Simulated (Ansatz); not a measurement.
This YTl2CoC6N6 structure is the end of a relaxation. The cell was found from a structure generator's guess, not taken from experiment.

The calculation used DFT PBE, scalar-relativistic, plane waves, PAW in Ansatz. Cutoff 420 eV, Γ-centred mesh, Gaussian smearing, collinear spin.

```yaml
crystal:
  lattice:
    - [0.00000, 5.50473, 5.50473]
    - [5.50473, 0.00000, 5.50473]
    - [5.50473, 5.50473, 0.00000]
  atoms:
    - { symbol: Y, position: [0.50000, 0.50000, 0.50000] }
    - { symbol: Tl, position: [0.25000, 0.25000, 0.25000] }
    - { symbol: Tl, position: [0.75000, 0.75000, 0.75000] }
    - { symbol: Co, position: [0.00000, 0.00000, 0.00000] }
    - { symbol: C, position: [0.82064, 0.17936, 0.17936] }
    - { symbol: C, position: [0.17936, 0.82064, 0.17936] }
    - { symbol: C, position: [0.17936, 0.17936, 0.82064] }
    - { symbol: C, position: [0.17936, 0.82064, 0.82064] }
    - { symbol: C, position: [0.82064, 0.17936, 0.82064] }
    - { symbol: C, position: [0.82064, 0.82064, 0.17936] }
    - { symbol: N, position: [0.71348, 0.28652, 0.28652] }
    - { symbol: N, position: [0.28652, 0.71348, 0.28652] }
    - { symbol: N, position: [0.28652, 0.28652, 0.71348] }
    - { symbol: N, position: [0.28652, 0.71348, 0.71348] }
    - { symbol: N, position: [0.71348, 0.28652, 0.71348] }
    - { symbol: N, position: [0.71348, 0.71348, 0.28652] }
```

Formation energies are uncorrected and refer to the elements' standard structures at the same level (N₂ as a molecule).

**Question.** Find its symmetry and describe it.

**Answer.** Fm-3m (No. 225). Conventional cell: a = 11.009 Å. Y has 6 N at 2.35 Å; Tl is surrounded by 12 N at 3.91 Å and 12 C at 3.97 Å (long against covalent radii, as for large ions); around Co lie 6 C at 1.97 Å; C has 1 N at 1.18 Å, 1 Co at 1.97 Å, 4 C at 2.79 Å, 1 Y at 3.53 Å, 4 N at 3.72 Å, 1 C at 3.95 Å and 4 Tl at 3.97 Å; N has 1 C at 1.18 Å, 1 Y at 2.35 Å, 1 Co at 3.15 Å, 4 N at 3.32 Å, 4 C at 3.72 Å and 4 Tl at 3.91 Å.

**Question.** How far does it lie from the elements in energy?

**Answer.** +0.09 eV/atom. The separate elements lie lower, so it is unstable against them.

**Question.** Is it a metal?

**Answer.** Yes, bands cross the Fermi level on the 6×6×6 mesh.

**Question.** Which magnetic moments does it keep?

**Answer.** 0.10 μB per atom net, the space between the atoms included; by site: Co 1.1 μB.

**Question.** From what recipe could a structure generator have reached it?

**Answer.** One such recipe: cyanide-bridged rock-salt net of two metals, 2 guest cations a cell (Fm-3m, No. 225). Other recipes can lead to the same cell.

The last run used collinear spin, a 6×6×6 mesh for its 16-atom cell and Gaussian smearing of 0.10 eV. These runs have no spin–orbit coupling, which can matter for Tl. In such compounds of Co a zero gap at this level may well be an artefact, since no Hubbard U is applied. The reference form of C is held partly by dispersion forces, which this level lacks. The magnetic state reached may not be the lowest. A structure relaxed within its symmetry needn't be a true minimum.
